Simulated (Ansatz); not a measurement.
Given:

CsGeI$_{3}$:
```xyz
5
Lattice="4.2177 2.4351 3.5888 -4.2177 2.4351 3.5888 0.0000 -4.8701 3.5888" Properties=species:S:1:pos:R:3 pbc="T T T"
Cs     0.0000     0.0000     6.4026
Ge     0.0000     0.0000     1.3780
I      0.0000    -2.3928     2.7466
I     -2.0723     1.1964     2.7466
I      2.0723     1.1964     2.7466
```

This is the r²SCAN-relaxed structure.

All from DFT-r²SCAN in the program Ansatz with PAW potentials, unless another level is named. Estimate the Young's modulus.

16.0 GPa.

What about the highest zone-centre frequency (without LO–TO term)?

143 cm⁻¹.

Space group R3m. The workflow started from a Materials Project entry (that database holds measured and hypothetical structures alike); the Crystallography Open Database files this formula in space group No. 160, but the cells were not matched. Whether it is the stable phase at ambient conditions was not checked. The cell was relaxed with r²SCAN under the symmetry of its start; of distortions, only those at the zone centre were tested. Scalar-relativistic: spin–orbit coupling is off unless named, which matters more the heavier the elements.

Potentials: the later of the program's two PAW sets.
